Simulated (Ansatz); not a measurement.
SiC3 as one 4-atom ordering (R3m) on the diamond lattice, relaxed with r2SCAN, was run in Ansatz 0.2.0 under altered settings. All numbers are computed, without spin polarisation but where a row says otherwise.

```
CELL_PARAMETERS angstrom
1.41543 0.81720 4.67007
-1.41543 0.81720 4.67007
0.00000 -1.63440 4.67007
ATOMIC_POSITIONS crystal
C 0.00824 0.00824 0.00824
C 0.48896 0.48896 0.48896
C 0.37917 0.37917 0.37917
Si 0.87363 0.87363 0.87363
```

The base run's other keys:
```yaml
kpoints:
  mp_grid: { grid: [8, 8, 8] }
hamiltonian:
  xc: pbesol
scf:
  occupations: { method: fixed }
  n_extra_bands: 5
```

It takes 7 iterations with 663 plane waves at 420 eV and 65 k points, and leaves a mean stress of -1.36 GPa. The gap over this mesh is 1.468 eV.

Outcomes, with energy and stress as changes against the base:
```tsv
setting	outcome	ΔF (meV/atom)	Δ mean stress (GPa)	gap on the mesh (eV)	iterations
kpoints.mp_grid.grid: [5, 5, 5]	converged	+9.8	+0.08	1.486	7
scf.occupations: methfessel_paxton 0.001	converged	0.0	0.00	1.468	6
scf.occupations: methfessel_paxton 0.2	converged	0.0	0.00	1.468	6
scf.occupations: gaussian 1.5	converged	-13.8	+0.33	–	6
scf.eigensolver.kind: dense	converged	0.0	0.00	1.468	7
kpoints.mp_grid.grid: [4, 4, 4]	converged	+35	+0.29	1.443	7
scf.mixing.preconditioner: resta	converged	0.0	0.00	1.468	6
magnetization.initial_magnetization: 6.0	refused	–	–	–	–
scf.n_extra_bands: 0	converged	0.0	0.00	1.468	7
magnetization.initial_magnetization: 0.5	refused	–	–	–	–
hamiltonian.xc: lda	converged	–	-5.69	1.543	7
hamiltonian.xc: r2scan (cutoff then 500 eV)	converged	–	+1.37	1.897	7
```
A dash marks a value that wasn't obtained or can't be compared. Stress is positive in compression.

- scf.occupations: gaussian 1.5. The free energy moves by -13.8 meV an atom, the mean stress by +0.33 GPa (single components by up to 1.7) and the gap on the mesh by +0.043 eV (to 1.510). The term −TS is -56 meV an atom. A width of 1.5 eV moves electrons across a gap of 1.47 eV: this is no longer the ground state.
- kpoints.mp_grid.grid: [4, 4, 4]. The free energy moves by +35 meV an atom, the mean stress by +0.29 GPa (single components by up to 1.3) and the gap on the mesh by -0.025 eV (to 1.443). The mesh is too coarse.
- magnetization.initial_magnetization: 6.0. It is rejected at once. Error: inconsistent input (scf.occupations.method, magnetization): a σ = 0 step fill (method: fixed, or a smearing width below the step floor) with no hard lock on the total moment puts the same N_el/2 bands in each spin channel, which gives a total moment of zero, but the starting moments sum to +6.0000 μB […]
- magnetization.initial_magnetization: 0.5. It is rejected at once. Error: inconsistent input (scf.occupations.method, magnetization): a σ = 0 step fill (method: fixed, or a smearing width below the step floor) with no hard lock on the total moment puts the same N_el/2 bands in each spin channel, which gives a total moment of zero, but the starting moments sum to +0.5000 μB […]
- hamiltonian.xc: lda. The mean stress moves by -5.69 GPa and the gap on the mesh by +0.075 eV (to 1.543). It's another functional on the same cell, so totals aren't comparable.
- hamiltonian.xc: r2scan. The cutoff follows the functional, from 420 to 500 eV. The mean stress moves by +1.37 GPa and the gap on the mesh by +0.429 eV (to 1.897). It's another functional on the same cell, so totals aren't comparable.

Within 1 meV an atom, 0.1 GPa and 0.005 eV of the base stay: scf.occupations: methfessel_paxton 0.001; scf.occupations: methfessel_paxton 0.2; scf.eigensolver.kind: dense; scf.mixing.preconditioner: resta; scf.n_extra_bands: 0.
